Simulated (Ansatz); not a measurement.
# What a change of settings does: VRe

First run: DFT, LDA, PAW with Ansatz's default frozen-core files, scalar-relativistic (Ansatz 0.2.0).

Command: `ansatz run input.yaml --threads 1 --pin off --max-ram 2048MiB --backend cpu --events-out ev --progress --plain --runs-dir out` It took 8.5 s on 1 thread of Intel(R) Xeon(R) CPU @ 2.60GHz (Ice Lake), with other jobs on the host, peak memory 0.51 GiB.

```yaml
crystal:
  lattice:
    - [1.4673598766, -2.1106159586, 0.0]
    - [1.4673598766, 2.1106159586, 0.0]
    - [0.0, 0.0, 4.0723686817]
  atoms:
    - { symbol: V, position: [0.5, 0.5, 0.5] }
    - { symbol: Re, position: [0.0, 0.0, 0.0] }
kpoints:
  mp_grid: { grid: [14, 14, 9] }
  band_path:
    path:
      - [0.0, 0.0, 0.0]
      - [-0.5, 0.5, 0.0]
      - [-0.370835586, 0.629164414, 0.0]
      - [0.370835586, 0.370835586, 0.0]
      - [0.0, 0.0, 0.0]
      - [0.0, 0.0, 0.5]
      - [0.370835586, 0.370835586, 0.5]
      - [-0.370835586, 0.629164414, 0.5]
      - [-0.5, 0.5, 0.5]
    npoints: 6
scf:
  occupations: { method: fermi_dirac, width: 0.05 }
hamiltonian:
  xc: lda
  pseudopotentials: { kind: paw }
output:
  forces: true
  stress: true
  eigenvalues: true
  efg: { contact_densities: true }
  populations: true
```

The base volume is that of a database entry, with shape and atoms relaxed on PAW files at held volume, so it needn't be at zero pressure; the structure needn't be the stable phase, at rest or compressed.

This run: volume at 0.9 of the series' base cell.

It converges in 6 SCF iterations at a pressure of 23.4 GPa, cutoff 420 eV.

A second input differs as follows:

```diff
   occupations: { method: fermi_dirac, width: 0.05 }
+  max_iter: 60
 hamiltonian:
   populations: true
+basis:
+  ENCUT: 60
```

Problem. What is wrong with it, and what does the program do?

Solution. The change was made to test a keyword of another program. The run is refused before any iteration. The log ends:
```
Error: YAML parse error: error: line 36 column 3: unknown field `ENCUT`, expected one of ecutwfc, ecutrho_ratio, smooth_cutoff_half_width, xc_grid, low_memory, fft_grid_basis, precision, gaussian, splines
  --> <input>:36:3
   |
34 |   populations: true
35 | basis:
36 |   ENCUT: 60
   |   ^ unknown field `ENCUT`, expected one of ecutwfc, ecutrho_ratio, smooth_cutoff_half_width, xc_grid, low_memory, fft_grid_basis, precision, gaussian, splines
```
